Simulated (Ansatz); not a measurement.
**How far is PAW off for LuTlSe$_{2}$?**

```xyz
4
Lattice="2.0395 1.1775 7.7383 -2.0395 1.1775 7.7383 0.0000 -2.3551 7.7383" Properties=species:S:1:pos:R:3 pbc="T T T"
Lu    0.0000    0.0000    0.0000
Tl    0.0000    0.0000   11.6075
Se    0.0000    0.0000   17.0196
Se    0.0000    0.0000    6.1953
```

Atoms are numbered in the order listed.

Conventional cell: a = 4.079 Å, b = 4.079 Å, c = 23.215 Å, α = 90.00°, β = 90.00°, γ = 120.00°. Lu (atom 1) is surrounded by 6 Se at 2.82 Å. Tl (atom 2) has 6 Se at 3.31 Å as nearest neighbours. Around Se (atom 3) lie 3 Lu at 2.82 Å.

The cell is the one relaxed in the Materials Project (mp-1001611), not relaxed further here; entries there can be hypothetical.

Spin–orbit coupling is left out, though it moves levels of the heavy atoms by tenths of an eV or more.

Methods: DFT, LDA, PAW with Ansatz's default frozen-core files, scalar-relativistic (Ansatz 0.2.0); DFT, LDA, all-electron LAPW, scalar-relativistic (Ansatz 0.2.0).

For PAW: a Γ-centred 8×8×8 k mesh, Fermi–Dirac smearing of 0.01 eV, cutoff 420 eV, no spin polarisation; the PAW files were made with PBE, and the program remakes their frozen cores for this functional. LAPW targets a basis error of 1 meV/atom. The Ansatz runs share mesh, smearing and spin set-up. Plane-wave (PAW) pressures include the program's estimate of the Pulay term.

Stress and pressure are positive in compression.

Levels count from the top of the valence band.

PAW results:

```csv
quantity,PAW
pressure (GPa),-3.50
stress xx (GPa),-3.42
stress zz (GPa),-3.68
"force on Se3, z (eV/Å)",-0.021
band gap (eV),0.863
highest filled level at H0 (eV),-2.128
lowest empty level at H0 (eV),1.335
highest filled level at S0 (eV),-2.224
lowest empty level at S0 (eV),1.369
highest filled level at F (eV),-2.049
lowest empty level at F (eV),0.863
```

(1) What does LAPW (all electrons) give for the same quantities?

Answers

(1) 
```json
{"quantity": "pressure (GPa)", "LAPW": "-3.50"}
{"quantity": "stress xx (GPa)", "LAPW": "-3.41"}
{"quantity": "stress zz (GPa)", "LAPW": "-3.67"}
{"quantity": "force on Se3, z (eV/Å)", "LAPW": "-0.020"}
{"quantity": "band gap (eV)", "LAPW": "0.862"}
{"quantity": "highest filled level at H0 (eV)", "LAPW": "-2.129"}
{"quantity": "lowest empty level at H0 (eV)", "LAPW": "1.334"}
{"quantity": "highest filled level at S0 (eV)", "LAPW": "-2.225"}
{"quantity": "lowest empty level at S0 (eV)", "LAPW": "1.368"}
{"quantity": "highest filled level at F (eV)", "LAPW": "-2.050"}
{"quantity": "lowest empty level at F (eV)", "LAPW": "0.862"}
```
